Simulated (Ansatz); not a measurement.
Input:

NbIr3:
```cif
data_Ir6Nb2
_chemical_formula_sum 'Nb2 Ir6'
_space_group_name_H-M_alt 'P63/mmc'
_space_group_IT_number 194
_space_group_name_Hall '-P 6c 2c'
_cell_length_a 5.51836
_cell_length_b 5.51836
_cell_length_c 4.43446
_cell_angle_alpha 90.000
_cell_angle_beta 90.000
_cell_angle_gamma 120.000
loop_
_atom_site_label
_atom_site_type_symbol
_atom_site_symmetry_multiplicity
_atom_site_Wyckoff_symbol
_atom_site_fract_x
_atom_site_fract_y
_atom_site_fract_z
_atom_site_occupancy
Nb1 Nb 2 d 0.66667 0.33333 0.25000 1
Ir1 Ir 6 h 0.16414 0.32828 0.25000 1
```

This is the PBEsol-relaxed structure.

Problem. All from PBEsol in the plane-wave PAW code Ansatz, unless another level is named. Predict the density of states at the Fermi level.

Solution. 0.35 states/eV per atom (mean over ±0.08 eV).

Problem. And the formation energy from the elements (no fitted shifts)?

Solution. -0.63 eV/atom.

Space group P6_3/mmc. The workflow started from a Materials Project entry (that database holds measured and hypothetical structures alike); the Crystallography Open Database copy checked does not list it. COD files the formula under space group No. 221. Its standing as an ambient phase is unchecked. The cell was relaxed with PBEsol under the symmetry of its start; its stability against distortions is not shown here. The run is not spin-polarised. The references are the lowest solids computed at this level, not always the standard phases. Spin–orbit coupling is left out wherever it is not named.

Potentials: the later of the program's two PAW sets.
